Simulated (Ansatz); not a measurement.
AlCo (CsCl type, Pm-3m) at seven volumes, r²SCAN (plane waves, PAW; program Ansatz), scaled uniformly. One row is withheld.

```tsv
V (Å³/atom)	P (GPa)
10.248	22.51
10.586	13.72
10.924	6.22
11.262	0.00
11.600	-5.45
11.938	?
12.275	-13.74
```

Task: Fit the shown pressures and predict the withheld one.

Result: P = (3/2)B₀(x^(7/2) − x^(5/2))[1 + (3/4)(B′ − 4)(x − 1)] with x = (V₀/V)^(2/3). Least squares on the six rows gives V₀ = 11.259 Å³/atom, B₀ = 193 GPa, B′ = 4.53. At V = 11.938, x = 0.9617 and P = -9.90 GPa. The run itself gave -10.09 GPa.

The cell was relaxed with r²SCAN under the symmetry of its start. Spin order of the final state: ferromagnetic, the only order run, not a proven ground state. The cell computed holds one magnetic atom, so no antiferromagnetic order was within reach. Other orbital occupations within this spin state were not tried.

Potentials: the later of the program's two PAW sets.
